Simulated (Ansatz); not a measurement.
Ta6S:
```
Ta6S
1.0
    5.21245     0.00000     0.00000
    1.67898     3.99128     6.20807
    2.77608    -3.42012     6.20807
Ta S
12 2
Direct
  0.21636   0.41045   0.81623
  0.78364   0.58955   0.18377
  0.36912   0.70512   0.92359
  0.63088   0.29488   0.07641
  0.50000   0.00000   0.00000
  0.57172   0.84892   0.43035
  0.42828   0.15108   0.56965
  0.83477   0.30988   0.62619
  0.16523   0.69012   0.37381
  0.04768   0.13630   0.28877
  0.95232   0.86370   0.71123
  0.00000   0.00000   0.00000
  0.22526   0.41563   0.28411
  0.77474   0.58437   0.71589
```

Relaxed with PBEsol. Special points in fractions of this cell's reciprocal vectors: Γ (0.000, 0.000, 0.000); X (0.500, 0.000, 0.000); Y (0.000, 0.500, 0.000); Z (0.000, 0.000, 0.500); R (0.500, 0.500, 0.500); T (0.000, 0.500, 0.500); U (0.500, 0.000, 0.500); V (0.500, 0.500, 0.000).

Task: List the band energies nearest the Fermi level at these points for plane-wave PAW PBEsol (Ansatz code).

Result: In eV from the Fermi level; about four levels below and three above (degenerate sets whole), none deeper than 8.9 eV; points with the same levels are listed once.

```
k                    below           above
-  -----------------------  --------------
Γ  -0.65 -0.41 -0.27 -0.17  0.03 0.47 0.62
X  -0.85 -0.45 -0.39 -0.24  0.09 0.24 0.70
Y  -0.72 -0.61 -0.43 -0.26  0.06 0.27 0.34
Z  -0.62 -0.43 -0.23 -0.19  0.28 0.41 0.79
R  -0.59 -0.38 -0.37 -0.13  0.33 0.54 0.83
T  -0.69 -0.27 -0.25 -0.07  0.32 0.51 0.63
U  -0.56 -0.46 -0.29 -0.28  0.06 0.08 0.51
V  -0.77 -0.74 -0.50 -0.25  0.29 0.35 0.52
```

Space group P-1. The workflow started from a Materials Project entry (that database holds measured and hypothetical structures alike); the Crystallography Open Database files this formula in space group No. 2, but the cells were not matched. Whether it is the stable phase at ambient conditions was not checked. The PBEsol relaxation kept the symmetry of its start; its stability against distortions is not shown here. No spin polarisation was allowed. Spin–orbit coupling is left out wherever it is not named.

Potentials: the later of the program's two PAW sets.
